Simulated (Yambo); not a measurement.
Yambo run on CrHgO4 (space group Cmcm, No. 63). The wavefunctions come from this Quantum ESPRESSO step (LDA, PseudoDojo standard norm-conserving files, scalar-relativistic):

```
&CONTROL
  calculation = 'nscf'
  pseudo_dir = './pseudo'
  outdir = './out'
/
&SYSTEM
  ibrav = 0
  nat = 12
  ntyp = 3
  ecutwfc = 94.0
  ecutrho = 376.0
  occupations = 'fixed'
  force_symmorphic = .true.
  nbnd = 288
/
&ELECTRONS
  conv_thr = 1.2000000000000002e-08
  diago_full_acc = .true.
  diago_thr_init = 1e-08
/
ATOMIC_SPECIES
O 15.9990 O.upf
Cr 51.9961 Cr.upf
Hg 200.5920 Hg.upf
CELL_PARAMETERS angstrom
  2.878230000000  -4.385410000000   0.000000000000
  2.878230000000   4.385410000000   0.000000000000
  0.000000000000   0.000000000000   7.152660000000
ATOMIC_POSITIONS crystal
O   0.713610000000   0.766190000000   0.750000000000
O   0.286390000000   0.233810000000   0.250000000000
O   0.766190000000   0.713610000000   0.250000000000
O   0.233810000000   0.286390000000   0.750000000000
O   0.259070000000   0.740930000000   0.937260000000
O   0.740930000000   0.259070000000   0.062740000000
O   0.740930000000   0.259070000000   0.437260000000
O   0.259070000000   0.740930000000   0.562740000000
Cr   0.636110000000   0.363890000000   0.250000000000
Cr   0.363890000000   0.636110000000   0.750000000000
Hg   0.000000000000   0.000000000000   0.500000000000
Hg   0.000000000000   0.000000000000   0.000000000000
K_POINTS automatic
2 2 2 0 0 0
```

Yambo input:

```
rim_cut
gw0
dyson
el_el_corr
HF_and_locXC
ppa
em1d
RandQpts= 1000000
RandGvec= 1 Ry
EXXRLvcs= 94 Ry
VXCRLvcs= 376 Ry
Chimod= "HARTREE"
% BndsRnXp
 17 | 287 |
%
NGsBlkXp= 7 Ry
% LongDrXp
 1.0 | 1.0 | 1.0 |
%
PPAPntXp= 27.2114 eV
% GbndRnge
 1 | 287 |
%
GTermKind= "BG"
DysSolver= "n"
ExtendOut
% QPkrange
 1 | 1 | 58 | 59 |
 2 | 2 | 58 | 59 |
 3 | 3 | 58 | 59 |
 4 | 4 | 58 | 59 |
 5 | 5 | 58 | 59 |
 6 | 6 | 58 | 59 |
%
```

k points by index: 1 = Γ, 2 = (0, 0, -0.5), 3 = (0, -0.5, 0), 4 = (0, -0.5, -0.5), 5 = (-0.5, -0.5, 0), 6 = (-0.5, -0.5, -0.5).

Table of the .qp output:

```
#    K-point    Band    Eo [eV]    E [eV]    E-Eo [eV]    Vxc [eV]    Vnlxc [eV]    Sc|Eo [eV]    Sc|E [eV]    dSc/dw|Eo [eV]    Re(Z)    Im(Z)
#
    1    58    -0.372205    -0.609842    -0.237637    -20.98467    -25.09214    3.796021    3.869838    -8.448023    0.763088    -0.001618
    1    59    1.999473    3.390536    1.391062    -23.04959    -16.88867    -4.299024    -4.769852    -9.208780    0.747146    -0.002120
    2    58    -0.695851    -1.005901    -0.310050    -20.02389    -24.75666    4.320735    4.422726    -8.945497    0.752586    -0.002125
    2    59    2.310081    3.655998    1.345916    -23.11286    -17.22738    -4.067514    -4.539563    -9.541510    0.740373    -0.003275
    3    58    -0.148778    -0.441277    -0.292499    -21.07424    -25.48267    4.025049    4.115930    -8.450924    0.763026    -0.001531
    3    59    1.611066    2.764779    1.153713    -20.08007    -14.80654    -3.794926    -4.119823    -7.662239    0.780283    -0.001421
    4    58    -0.450369    -0.760376    -0.310007    -20.75394    -25.28667    4.125486    4.222722    -8.531339    0.761309    -0.001543
    4    59    1.792691    3.050228    1.257538    -21.55071    -16.11265    -3.789104    -4.180524    -8.468907    0.762641    -0.001618
    5    58    0.000000    -0.250616    -0.250616    -21.11961    -25.46816    4.018970    4.097933    -8.569185    0.760504    -0.001550
    5    59    1.363596    2.546077    1.182481    -20.47938    -15.15847    -3.800535    -4.138433    -7.774990    0.777768    -0.001436
    6    58    -0.399294    -0.699967    -0.300673    -20.67841    -25.25537    4.180390    4.276288    -8.674781    0.758266    -0.001626
    6    59    2.028903    3.328203    1.299300    -22.12706    -16.52542    -3.886713    -4.302338    -8.703607    0.757658    -0.001568
```
(The two width columns are left out.) Convergence of these settings isn't established.

Spin-orbit coupling is not included.

Geometry of the Materials Project entry, not relaxed at this level.

The structure is a Materials Project entry; no match was found in the copy of COD used, and its stability was not checked.

The runs are not spin-polarised; magnetic order was not tried.
